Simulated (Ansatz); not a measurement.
## Field gradients of ZnPtC6N6 from run to run

Cell of run 1: an entry of the Crystallography Open Database (COD).

Space group Fm-3m (No. 225); a = 10.5220 Å.

```
site  Wyckoff  site symmetry       x       y       z
  Zn       4b           m-3m  0.5000  0.5000  0.5000
  Pt       4a           m-3m  0.0000  0.0000  0.0000
   C      24e           4m.m  0.5000  0.5000  0.1929
   N      24e           4m.m  0.5000  0.5000  0.2957
```

One atom of each set is listed; the run and its k-mesh use a cell of 14 atoms with edges of 7.44, 7.44, 7.44 Å.

Relaxed positions (PBE, cell held):

Zn (0.5000, 0.5000, 0.5000)
Pt (0.0000, 0.0000, 0.0000)
C (0.5000, 0.5000, 0.1902)
N (0.5000, 0.5000, 0.3001)

All runs are DFT with Ansatz 0.2.0 (plane waves and PAW, scalar-relativistic unless spin–orbit coupling is named, Γ-centred meshes, Fermi–Dirac smearing where given) in this cell.

Run 1: PBE, atoms as given; 420 eV, 6×6×6 k-points, smearing 0.05 eV.
Run 2: PBE, atoms relaxed; 420 eV, 6×6×6 k-points, smearing 0.05 eV.
Run 3: r2SCAN, at the relaxed atoms; 500 eV, 6×6×6 k-points, smearing 0.05 eV.
Run 4: PBE with spin–orbit coupling, at the relaxed atoms; 420 eV, 6×6×6 k-points, smearing 0.05 eV.

| run | C V_zz (η) | N V_zz (η) |
| --- | --- | --- |
| 1 | -4.04 (0.00) | -7.25 (0.00) |
| 2 | -3.78 (0.00) | -5.82 (0.00) |
| 3 | -4.13 (0.00) | -6.09 (0.00) |
| 4 | ? | ? |

V_zz in 10²¹ V/m²; 2 of the 4 sets of like atoms are followed.

Q: Estimate the row of run 4.

A: C: -3.78 (0.00); N: -5.83 (0.00). It lies nearest to run 2, from whose tensors on these sites it differs by 0.01 at most (largest principal value of the difference). Taken one at a time, the positions of the atoms (as given or relaxed) move the tensors on these sites by up to 1.43 (largest principal value of the change, on N), the functional (r2SCAN with its higher cutoff) by 0.36 (C), spin–orbit coupling by 0.01.

The database entry as given showed forces above 3 eV/Å or a pressure above 30 GPa, though relaxing it moves no atom far. In runs 1, 3 the atoms aren't at the calculated equilibrium (largest force 12, 0.81 eV/Å). The cell isn't the equilibrium one in run 1 (calculated pressure 13 GPa), and the entry's cell may itself be off.
